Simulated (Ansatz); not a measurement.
A relaxed cell of Sn3PbSe4 is given with its symmetry left out. The cell was found from a structure generator's guess, not taken from experiment.

The calculation used Ansatz 0.2.0, DFT PBE, scalar-relativistic, plane waves, PAW. Cutoff 420 eV, Γ-centred mesh, Gaussian smearing, no spin polarisation.

```
Sn Pb Se
1.0
     4.31502   -6.10276    0.00000
     4.31502    6.10276    0.00000
     0.00000    0.00000    4.31536
Sn Pb Se
3 1 4
Direct
  0.00000 0.50000 0.00000
  0.00000 0.00000 0.50000
  0.50000 0.00000 0.00000
  0.50000 0.50000 0.50000
  0.75532 0.75532 0.00000
  0.75263 0.24737 0.50000
  0.24468 0.24468 0.00000
  0.24737 0.75263 0.50000
```

Energies over the elements count from the elements' standard structures at the same level, with no fitted energy shifts. The references include grey tin.

Q: What space group does it have?

A: Cmmm (No. 65), with Sn and Pb ordered on rock salt sites. Conventional cell: a = 8.630 Å, b = 12.206 Å, c = 4.315 Å. Sn on a site of symmetry 2/m is surrounded by 6 Se at 3.05 Å; Sn on a site of symmetry mmm has 6 Se at 3.02 Å; around Pb lie 6 Se at 3.08 Å; Se on a site of symmetry 2mm has 4 Sn at 3.02–3.05 Å and 2 Pb at 3.08 Å; 1 more site not described.

Q: How far does it lie from the elements in energy?

A: −0.463 eV/atom. Whether it is stable depends on the other phases of the system, which aren't compared here.

Q: Is it a metal?

A: No, the gap on the 6×6×8 mesh is 0.09 eV.

The last run used a 6×6×8 mesh (in the run's order of axes) for its 8-atom cell and Gaussian smearing of 0.01 eV. These runs have no spin–orbit coupling, which can matter for Pb. Kohn–Sham gaps at this level usually fall short of measured ones. The missing spin–orbit coupling can work the other way here. The reference form of Se is held partly by dispersion forces, which this level lacks. Small gaps are read on the mesh alone, and bands can cross between its points. A structure relaxed within its symmetry needn't be a true minimum.
